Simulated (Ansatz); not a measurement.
A geometry of B away from equilibrium: step 5 of the relaxation of a relaxed B cell displaced along its unstable phonon at q = (½, ½, 0) of its primitive reciprocal cell (135i cm⁻¹), largest move 0.15 Å. Calculation: r2SCAN (plane waves to 500 eV, PAW, scalar-relativistic; Ansatz, a quantum-chemistry and plane-wave program). Γ-centred k-mesh 17×17×17 on the run's cell (coarser than for final values), Fermi–Dirac smearing 0.05 eV. The plane waves were selected for a different cell earlier on the path.

```yaml
crystal:
  lattice:
    - [3.79892, 0.00000, 0.00000]
    - [1.89946, 1.89946, 0.00000]
    - [0.00000, 0.00000, 1.77586]
  atoms:
    - { symbol: B, position: [0.00000, 0.00000, 0.10376] }
    - { symbol: B, position: [0.50000, 0.00000, 0.89624] }
```

**Question.** What forces act on the atoms (eV/Å)?

**Answer.** 
| atom | Fx | Fy | Fz |
|---|---|---|---|
| B1 | 0.00 | 0.00 | 0.37 |
| B2 | 0.00 | 0.00 | -0.37 |

The path ends in I4/mmm (No. 139). No spin polarisation in the result. The relaxed primitive cell holds an odd number of electrons. A magnetic state may lie lower. Without a van der Waals term the distances between weakly bound units are poorly fixed.

The run could not lose the symmetry of its start: the end is stationary, and may be a saddle point rather than a minimum.

The end of the path is a generated cell of B: the first start was made by placing the elements on the sites of a structure type, and the end was not matched to a known phase here, so it may be hypothetical.
